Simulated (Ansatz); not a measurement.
Input:

Cr2C:
```
CELL_PARAMETERS angstrom
      3.14240     0.00000     0.00000
      0.00000     3.14240     0.00000
      0.00000     0.00000     5.63736
ATOMIC_POSITIONS crystal
  Cr 0.00000 0.00000 0.00000
  Cr 0.50000 0.50000 0.00000
  Cr 0.50000 0.00000 0.36143
  Cr 0.00000 0.50000 0.63857
  C  0.50000 0.00000 0.71779
  C  0.00000 0.50000 0.28221
```
The run is spin-polarised; directions of the spins, atom by atom: 0 0 ↑ ↑ 0 0.

This is the r²SCAN-relaxed structure.

Question: All from plane-wave PAW r²SCAN (Ansatz code), unless another level is named. Predict the electronic character.

Answer: metallic (no gap).

Question: And the density of states at the Fermi level?

Answer: 0.40 states/eV per atom (mean over ±0.08 eV).

Question: Give the formation energy from the elements (no fitted shifts).

Answer: 0.31 eV/atom.

Space group P4/nmm. A made-up cell: these elements were put on the sites of a structure type; neither database checked (COD, Materials Project) lists it. Its standing as an ambient phase is unchecked. The cell was relaxed with r²SCAN under the symmetry of its start; whether a distortion lowers the energy is not shown. The final state is ferromagnetic, chosen from 2 collinear starts compared on coarse meshes (ties went to the first, and starts can fall back to one state), not a proven ground state. Other orbital occupations within this spin state were not tried. The references are the lowest solids computed at this level, not always the standard phases.

Potentials: the later of the program's two PAW sets.
